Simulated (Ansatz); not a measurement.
## Computed properties of SiRh

SiRh:
Space group P6/mmm (No. 191); a = b = 5.2534 Å, c = 3.8059 Å, α = β = 90.00°, γ = 120.00°

| atom | site | symmetry | x | y | z |
|---|---|---|---|---|---|
| Rh | 3f | mmm | 0.0000 | 0.5000 | 0.0000 |
| Si | 1a | 6/mmm | 0.0000 | 0.0000 | 0.0000 |
| Si | 2d | -6m2 | 0.3333 | 0.6667 | 0.5000 |

Space group P6/mmm (No. 191); conventional cell a = b = 5.2534 Å, c = 3.8059 Å, α = β = 90.00°, γ = 120.00°.

Method: PBEsol in the plane-wave PAW code Ansatz. Structure relaxed to zero pressure with the same functional. Other levels are named where they apply.

**Cell and energy**

```
Property                                                      Result
-----------------------------------------------------  -------------
Volume per atom                                             15.16 Å³
Density                                                   7.17 g/cm³
Formation energy from the elements (no fitted shifts)  -0.55 eV/atom
```

**Electronic structure**

```
Quantity                                                                    Result
------------------------------------  --------------------------------------------
Electronic character                                             metallic (no gap)
Density of states at the Fermi level  0.28 states/eV per atom (mean over ±0.08 eV)
```

**Mechanics**

```
Property                             Result
----------------------------------  -------
Bulk modulus (Birch–Murnaghan fit)  199 GPa
Pressure derivative B′                  4.7
```

**Phonons**

```
Quantity                                                 Result
-----------------------------  --------------------------------
Highest zone-centre frequency                          438 cm⁻¹
Zone-centre stability          unstable, softest mode 179i cm⁻¹
```

The cell is a constructed one: a structure type filled with these elements; neither database checked (COD, Materials Project) lists it. COD files the formula under space group No. 14, so this cell is another polymorph or a model. Whether it is the stable phase at ambient conditions was not checked. Symmetry was held in the PBEsol relaxation. No spin polarisation was allowed. As this level gives no gap, phonon frequencies hold no LO–TO term and depend on the k-mesh and smearing (Fermi–Dirac, 0.1 eV here). The references are the lowest solids computed at this level, not always the standard phases. Spin–orbit coupling is left out wherever it is not named.

Potentials: the later of the program's two PAW sets.
